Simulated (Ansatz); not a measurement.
YSiNO2 in space group P4/mmm (No. 123; Y on 1b, Si on 1c, N on 1d, O on 2f), PBEsol (plane waves, PAW; program Ansatz). The conduction-band minimum lies at Γ, with 1 equivalent valley. Second derivatives d²E/dk² of the lowest band at one valley (eV·Å²), along Cartesian directions:

```csv
direction,d²E/dk²
[100],23.06
[010],23.06
[001],19.37
[110],23.10
[101],21.21
[011],21.21
```

### Question
Find the principal effective masses, the density-of-states mass and the conductivity mass.

### Answer
Off-diagonal terms follow from H_xy = H[110] − (H_xx + H_yy)/2, and m*/mₑ = 7.620 eV·Å² over each eigenvalue: 0.33, 0.33, 0.39. One valley's DOS mass (m₁m₂m₃)^(1/3) = 0.35, conductivity mass 3/(Σ 1/mᵢ) = 0.35 mₑ.

### Question
What effective density of states Nc follows at 300 K for parabolic valleys?

### Answer
Nc = 2.509e19 × 1 × (0.35)^(3/2) ≈ 5.2e18 cm⁻³.

### Question
With the computed static dielectric constant 92.0 (mean of the diagonal), estimate a hydrogenic donor's binding energy and radius.

### Answer
E = 13.606 eV × 0.35/92.0² ≈ 0.56 meV; a = 0.529 Å × ε/m* ≈ 140 Å. Semilocal masses tend to be too small when the gap is underestimated.

The start of the workflow was typed in or built on a structure type; neither database checked (COD, Materials Project) lists it. COD files the formula under space group No. 15, 63. Whether it is the stable phase at ambient conditions was not checked. Symmetry was held in the PBEsol relaxation. At this level the phase is dynamically unstable (imaginary phonons). The run is not spin-polarised. Spin–orbit coupling is left out wherever it is not named.

Potentials: the later of the program's two PAW sets.
